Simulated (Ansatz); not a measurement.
A geometry of AlRh away from equilibrium: the start of the relaxation of a relaxed AlRh cell displaced along its unstable phonon at q = (½, 0, 0) of its primitive reciprocal cell (82i cm⁻¹), largest move 0.15 Å. Computed with PBEsol (plane waves to 420 eV, PAW, scalar-relativistic; Ansatz, a first-principles code). Γ-centred k-mesh 9×9×4 on the run's cell (coarser than for final values), Fermi–Dirac smearing 0.05 eV.

```xyz
16
Lattice="8.1968 0.0000 0.0000 -2.0492 3.5493 0.0000 0.0000 0.0000 9.1453" Properties=species:S:1:pos:R:3 pbc="T T T"
Al     0.0750    -0.1299     8.9044
Al     4.0234     0.1299     8.9044
Al    -0.0750     0.1299     4.3317
Al     4.1734    -0.1299     4.3317
Al     0.0421     2.2932     1.6288
Al     4.0563     2.4392     1.6288
Al     2.0913     1.1101     6.2015
Al     6.1055     1.2561     6.2015
Rh     0.0421    -0.0729     2.0631
Rh     4.0563     0.0729     2.0631
Rh    -0.0421     0.0729     6.6358
Rh     4.1405    -0.0729     6.6358
Rh    -0.0599     2.4700     4.5454
Rh     4.1583     2.2625     4.5454
Rh     1.9893     1.2868     9.1180
Rh     6.2075     1.0794     9.1180
```

Q: Which atoms carry the largest force, and which way does it point?

A: 0.30 eV/Å, on Rh13, Rh14, Rh15, Rh16 (atoms numbered as listed); on Rh13 its components are (-0.06, 0.29, -0.02).

Q: What is the pressure?

A: -0.3 GPa, compression positive.

Q: How far above the relaxed end point is this geometry?

A: 0.47 eV/atom; the path ends in Pna2₁ (No. 33).

No spin polarisation in the result.

The run could not lose the symmetry of its start, so the end can be a saddle point.

The end of the path is a generated cell of AlRh: the first start was made by placing the elements on the sites of a structure type, and the end was not matched to a known phase here, so it may be hypothetical.
